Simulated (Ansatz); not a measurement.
Sr: computed property card

Sr:
```xyz
2
Lattice="4.1911 0.0000 0.0000 -2.0955 3.6296 0.0000 0.0000 0.0000 6.8865" Properties=species:S:1:pos:R:3 pbc="T T T"
Sr     0.0000     2.4197     1.7216
Sr     2.0955     1.2099     5.1649
```

Space group P6_3/mmc (No. 194), hcp (Mg type); conventional cell a = b = 4.1911 Å, c = 6.8865 Å, α = β = 90.00°, γ = 120.00°.

Method: DFT-PBEsol in the program Ansatz with PAW potentials. The cell and atoms are relaxed at this level. Other levels are named where they apply.

### Cell and energy

```
Property              Value
---------------  ----------
Volume per atom    52.38 Å³
Density          2.78 g/cm³
```

### Electronic structure

```
Quantity                                                                    Result
------------------------------------  --------------------------------------------
Electronic character                                             metallic (no gap)
Density of states at the Fermi level  0.98 states/eV per atom (mean over ±0.08 eV)
Gap with spin–orbit coupling                                       none (metallic)
```

### Mechanics

```
Property                                                                                        Result
--------------------------------------------  --------------------------------------------------------
Bulk modulus (Birch–Murnaghan fit)                                                            11.9 GPa
Pressure derivative B′                                                                             3.0
Elastic constants (relaxed ions, GPa)         C11 = 21.3, C12 = 10.4, C13 = 4.3, C33 = 28.6, C44 = 6.0
Mechanical stability                                            stable (all eigenvalues of C positive)
Hill bulk and shear moduli                                                            12.2 and 6.7 GPa
Young's modulus                                                                               17.0 GPa
Poisson's ratio                                                                                   0.27
Debye temperature from the elastic constants                                                     137 K
```

### Phonons

```
Quantity                                       Result
-----------------------------  ----------------------
Highest zone-centre frequency                12.0 meV
Zone-centre stability          no imaginary mode at Γ
```

The first step of the workflow began from a Materials Project structure, measured or hypothetical; the Crystallography Open Database files this formula in space group No. 194, but the cells were not matched. It is not the phase usual at ambient conditions (space group No. 225). The cell was relaxed with PBEsol under the symmetry of its start. As this level gives no gap, shear constants depend on the k-mesh and smearing (Fermi–Dirac, 0.1 eV here). As this level gives no gap, phonon frequencies hold no LO–TO term and depend on the k-mesh and smearing (Fermi–Dirac, 0.1 eV here). Axis ratios of metals converge slowly with the k-mesh, so a and c are less sure than the volume. Scalar-relativistic: spin–orbit coupling is off unless named, which matters more the heavier the elements.

Potentials: the later of the program's two PAW sets.
